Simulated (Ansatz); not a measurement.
GaPt:
```xyz
8
Lattice="4.9025 0.0000 0.0000 0.0000 4.9025 0.0000 0.0000 0.0000 4.9025" Properties=species:S:1:pos:R:3 pbc="T T T"
Ga     0.4569     0.4569     0.4569
Ga     1.9944     4.4456     2.9081
Ga     2.9081     1.9944     4.4456
Ga     4.4456     2.9081     1.9944
Pt     1.9514     1.9514     1.9514
Pt     0.4998     2.9510     4.4027
Pt     4.4027     0.4998     2.9510
Pt     2.9510     4.4027     0.4998
```

Relaxed with PBEsol. Special points in fractions of this cell's reciprocal vectors: Γ (0.000, 0.000, 0.000); X (0.000, 0.500, 0.000); M (0.500, 0.500, 0.000); R (0.500, 0.500, 0.500); X1 (0.500, 0.000, 0.000).

Problem. List the band energies nearest the Fermi level at these points for PBEsol with spin–orbit coupling in the plane-wave PAW code Ansatz.

Solution. In eV from the Fermi level; about four levels below and three above (degenerate sets whole), none deeper than 8.9 eV; points with the same levels are listed once.

```tsv
k	below	above
Γ	-0.17 -0.17 -0.17 -0.17	3.03 3.03 3.03 3.03
X	-0.96 -0.96 -0.59 -0.59	1.14 1.14 1.28 1.28
M	-2.00 -2.00 -2.00 -2.00	0.16 0.16 0.16 0.16
R	-0.78 -0.78 -0.78 -0.78 -0.78 -0.78	5.19 5.19 5.52 5.52 5.52 5.52 5.52 5.52
```

Space group P2_13. The workflow started from a Materials Project entry (that database holds measured and hypothetical structures alike); the Crystallography Open Database copy checked does not list it. With Ga and Pt taken as one species the cell has the higher symmetry Pa-3, so it may be an ordered model of a mixed-site phase. Its standing as an ambient phase is unchecked. The PBEsol relaxation kept the symmetry of its start; of distortions, only those at the zone centre were tested. The run is not spin-polarised.

Potentials: the earlier of the program's two PAW sets.
